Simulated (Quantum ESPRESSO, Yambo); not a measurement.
LiBr (wurtzite, space group P6_3mc, No. 186) under isotropic strain (on all lattice vectors), counted from the cell relaxed with PBEsol, atoms relaxed at each step. PBEsol (pw.x of Quantum ESPRESSO, ONCV potentials, without SOC); G0W0 in Yambo (3×3×2 Γ-centred k mesh, bands 3 to 174 and a 8 Ry block in the screening, 174 bands in G with the Bruneval-Gonze terminator, plasmon pole fitted at 27.2 eV).

```tsv
strain (%)	PBEsol gap (eV)	kind	G0W0 direct gap (eV)
-3	5.06	direct	7.56 at Γ
-1.5	…	direct	…
-0.7	4.88	direct	7.40 at Γ
0	4.83	direct	7.36 at Γ
+1	4.76	direct	7.32 at Γ
+2	4.69	direct	7.28 at Γ
```

Task: Estimate the withheld gaps from the other strains; the computed values follow.

Result: 
- -1.5, PBEsol gap (eV): 4.94
- -1.5, G0W0 direct gap (eV): 7.46 at Γ

GW, BSE and RPA settings are held fixed; their convergence isn't established. Strains are linear. The screening block changes size along the series (251 vectors at -3 %, 263 vectors at -1.5 %, 263 vectors at -0.7 %, 263 vectors at +0 %, 287 vectors at +1 %, 299 vectors at +2 %), which puts steps into the G0W0 values. Spin-orbit splittings are left out. Axes are Cartesian, with cell vectors (Å) (4.13, 0.00, 0.00), (-2.07, 3.58, 0.00), (0.00, 0.00, 6.61).

This is not the ordinary phase of the substance; no match was found in the copy of COD used, and its stability was not checked.
